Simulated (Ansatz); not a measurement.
## In$_{2}$Au: frozen-core PAW against all-electron methods

```xyz
3
Lattice="0.0000 3.2510 3.2510 3.2510 0.0000 3.2510 3.2510 3.2510 0.0000" Properties=species:S:1:pos:R:3 pbc="T T T"
In    1.6255    1.6255    1.6255
In    4.8765    4.8765    4.8765
Au    0.0000    0.0000    0.0000
```

Atom numbers follow the list: In1, In2, Au3.

The cell is COD entry 9009001, as deposited and not checked against the literature; nothing was relaxed.

Spin–orbit coupling is left out, though it moves levels of the heavy atoms by tenths of an eV or more.

Levels of theory: DFT, LDA, PAW with Ansatz's default frozen-core files, scalar-relativistic (Ansatz 0.2.0); DFT, LDA, all-electron PAW with datasets made for the crystal, scalar-relativistic (Ansatz 0.2.0); DFT, LDA, all-electron LAPW, scalar-relativistic (Ansatz 0.2.0).

For PAW: a Γ-centred 10×10×10 k mesh, Fermi–Dirac smearing of 0.05 eV, cutoff 420 eV, no spin polarisation; the PAW files were made with PBE, and the program remakes their frozen cores for this functional. The crystal-made all-electron datasets (AE datasets) take a cutoff of 260 eV at this cell. LAPW targets a basis error of 0.5 meV/atom. The Ansatz runs share mesh, smearing and spin set-up. Plane-wave (PAW) pressures include the program's estimate of the Pulay term.

Stress and pressure are positive in compression.

Levels count from the Fermi level.

```json
{"quantity": "pressure (GPa)", "PAW": "-1.34", "AE datasets": "-1.32", "LAPW": "-1.32"}
{"quantity": "highest filled level at X (eV)", "PAW": "-0.299", "AE datasets": "-0.298", "LAPW": "-0.298"}
{"quantity": "lowest empty level at X (eV)", "PAW": "2.464", "AE datasets": "2.464", "LAPW": "2.464"}
{"quantity": "highest filled level at L (eV)", "PAW": "-4.653", "AE datasets": "-4.652", "LAPW": "-4.653"}
{"quantity": "lowest empty level at L (eV)", "PAW": "0.876", "AE datasets": "0.876", "LAPW": "0.876"}
{"quantity": "highest filled level at W (eV)", "PAW": "-2.108", "AE datasets": "-2.108", "LAPW": "-2.108"}
{"quantity": "lowest empty level at W (eV)", "PAW": "3.633", "AE datasets": "3.634", "LAPW": "3.634"}
```
